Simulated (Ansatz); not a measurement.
Method: Ansatz, DFT PBE, scalar-relativistic, plane waves, PAW, and for the lanthanide a 4f-in-core norm-conserving potential. Settings: cutoff 690 eV, Γ-centred meshes spaced at most about 0.3 Å⁻¹, and about 0.25 Å⁻¹ or finer for metals (2π included), Gaussian smearing. No spin polarisation in the final relaxations.

Temperature and zero-point effects are left out.

Two forms of SmPb2 were relaxed alike.

A.

Space group Fd-3m:1 (No. 227). a = 9.135 Å, b = 9.135 Å, c = 9.135 Å, α = 90.00°, β = 90.00°, γ = 90.00°
```json
{"atom": "Sm", "site": "8b", "symmetry": "-43m", "x": "0.0000", "y": "0.0000", "z": "0.5000"}
{"atom": "Pb", "site": "16c", "symmetry": ".-3m", "x": "0.1250", "y": "0.1250", "z": "0.1250"}
```

B.

Space group P4/mmm (No. 123). a = 4.651 Å, b = 4.651 Å, c = 4.698 Å, α = 90.00°, β = 90.00°, γ = 90.00°
| atom | site | symmetry | x | y | z |
| --- | --- | --- | --- | --- | --- |
| Sm | 1a | 4/mmm | 0.0000 | 0.0000 | 0.0000 |
| Pb | 2e | mmm. | 0.0000 | 0.5000 | 0.5000 |

Question: Which is lower in energy, and by how much?

Answer: B is lower, by 143 meV/atom. A has the cubic Laves (C15) type, space group Fd-3m (No. 227), 31.8 Å³/atom and no gap on its mesh; B has space group P4/mmm (No. 123), 33.9 Å³/atom and no gap. Counting all near atoms (those within 1.25 times the shortest distance at each site; a plus sign parts nearer from farther groups), A has Sm 16, Pb 6+6 and B has Sm 8, Pb 8. The lower one is the more open, so pressure narrows the difference. Both come from invented guesses.

These runs have no spin–orbit coupling, which can matter for Pb. Cells relaxed within their symmetry can be saddle points.

The lanthanide is trivalent by construction, without f bands, f moments or other valences.
